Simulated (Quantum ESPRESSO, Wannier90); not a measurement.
**Tight-binding from DFT: CdS (wurtzite)**

```
CdS
1.0
    4.16884     0.00000     0.00000
   -2.08442     3.61032     0.00000
    0.00000     0.00000     6.77962
Cd S
2 2
Direct
  0.66667   0.33333   0.50022
  0.33333   0.66667   0.00022
  0.66667   0.33333   0.87678
  0.33333   0.66667   0.37678
```

Cell from Materials Project (mp-672), symmetrised, no further relaxation. COD (Crystallography Open Database) has the formula in 2 space groups, this one among them (matched by group alone). Level: PBEsol, no spin polarisation, no spin-orbit coupling; pw.x of Quantum ESPRESSO at 82 Ry with PseudoDojo potentials, 4×4×4 k-points, Wannier90. Density: 12×12×6 mesh, Gaussian smearing 0.01 Ry.

Functional, cutoff and mesh named above are those of the base row (PBEsol); the first column says what each row takes instead. Model: 8 functions from bands 9-10,21-26, start SCDM (isolated) (the valence bands). Energies are relative to the valence-band maximum; the misfit is to pw.x on a path, for all bands of the set. The functional changes, each with its own PseudoDojo files and their cutoffs, on the same cell. Ω_total can sit in another minimum from row to row; Ω_I of an isolated set cannot.

```tsv
functional	Ω_I (Å²)	Ω_total (Å²)	rms misfit (meV)	gap (eV)	bottom of band 9 (eV)
LDA	15.40	16.13	25	0.88	-12.21
PBE	14.93	15.67	22	1.16	-12.20
PBEsol	15.22	15.95	23	1.02	-12.21
```
